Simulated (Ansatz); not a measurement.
ScB$_{2}$: stiffness from a series of strains

```yaml
crystal:
  lattice:
    - [3.15000, 0.00000, 0.00000]
    - [-1.57500, 2.72798, 0.00000]
    - [0.00000, 0.00000, 3.52000]
  atoms:
    - { symbol: Sc, position: [0.00000, 0.00000, 0.00000] }
    - { symbol: B, position: [0.33333, 0.66667, 0.50000] }
    - { symbol: B, position: [0.66667, 0.33333, 0.50000] }
```

Atoms are numbered in the order listed.

The geometry is COD entry 1510831, unchecked; take it as a test cell.

Spin polarisation is left out, and whether a magnetic state lies lower isn't shown here.

Level of theory: Ansatz 0.2.0, DFT, PBEsol, all-electron LAPW, scalar-relativistic.

Settings: a Γ-centred 12×12×9 k mesh, Fermi–Dirac smearing of 0.03 eV, basis error target 1 meV/atom, no spin polarisation.

The strain is applied along the Cartesian axes of the cell as listed (the other components stay zero). Fractional coordinates are held (clamped ions).

σ is the change of stress from the unstrained cell, which is at -4.86 GPa; tension is positive, so slopes are stress–strain coefficients at that pressure. In a metal the k mesh adds noise.

Only quantities that a quadratic follows smoothly over the whole series are listed; rougher ones are left out.

```
    εzz  σzz (GPa)  σxx (GPa)
-0.0200      -7.56      -1.26
-0.0100      -3.70      -0.60
 0.0000       0.00       0.00
 0.0200       6.95       1.01
```

Problem. Fit the series and read off the stiffness at zero strain.

Solution. Least-squares fits y = p0 + p1 x + p2 x² to the rows give σzz (GPa): p1 = 363, p2 = -770; σxx (GPa): p1 = 56.8, p2 = -310. So C33 = 363 GPa and C13 = 57 GPa, for these axes.

Problem. One run, at εzz = 0.0100, is withheld. Predict its row.

Solution. The fits give 3.55, 0.54; the run gave 3.54, 0.54.
